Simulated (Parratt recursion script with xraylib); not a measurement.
X-ray reflectivity, Kiessig fringes on Al2O3: a table of runs and one to predict

Model: specular X-ray reflectivity, Parratt recursion, Névot-Croce roughness, xraylib tables. Program: Parratt recursion script with xraylib 4.3.0.

Photon energy 8.048 keV (λ = 1.5406 Å), s polarisation. The grazing angle θ is scanned from 0.05° to 4° in 900 evenly spaced points, and the curve is smoothed with a Gaussian of 0.004° full width. A minimum is a scan point below both neighbours, placed by a parabola through ln R at the three points.

Each run is one film on Al2O3 (density 3.873 g/cm³, δ = 12.32 × 10⁻⁶, rms roughness 1.8 Å) under vacuum. The film surface has an rms roughness of 7.3 Å in all runs. The refractive index is n = 1 − δ + iβ. The table lists all minima between 0.75 and 1.35°.

```
run  film  thickness d (Å)  density (g/cm³)  δ (10⁻⁶)  β (10⁻⁶)      minima at θ (°)
---  ----  ---------------  ---------------  --------  --------  -------------------
A       W              200           19.161     45.78     3.945  0.861, 1.040, 1.232
B       W              200           15.329         ?         ?                    ?
```

Densities are inputs, not measurements. They were set from computed cells of the Materials Project: W from entry mp-91 (Im-3m, 19.161 g/cm³, taken at 80 and 100 %); Al2O3 from entry mp-1143 (R-3c, 3.873 g/cm³). A layer's crystal structure does not enter its constants, only its composition and density.

Task: How many minima does run B have between 0.75 and 1.35°, and where? Estimate its δ first.

Result: Inside a film the fringe order is m = (2d/λ)(sin²θ − 2δ)^½, with the film's own δ. Where the film's δ lies above the substrate's, its two faces reflect with opposite signs, and minima are expected at whole m.

- Run A, δ above the substrate's: the minima give m = 3.01, 4.00, 5.00.

At fixed composition δ is proportional to density: 45.78 × 15.329/19.161 = 36.62, in the table's units (the run used 36.63). In run B the film's δ lies above the substrate's, so take whole m. The window runs from m = 2.57 to 5.70 and holds m = 3, 4, 5. Then sin²θ = 2δ + (mλ/2d)² gives θ = 0.824, 1.010, 1.208°.

The run has 3 minima, at 0.826, 1.011, 1.209°. The largest distance from one of them to an estimated minimum is 0.002°, against a mean spacing of 0.192°.
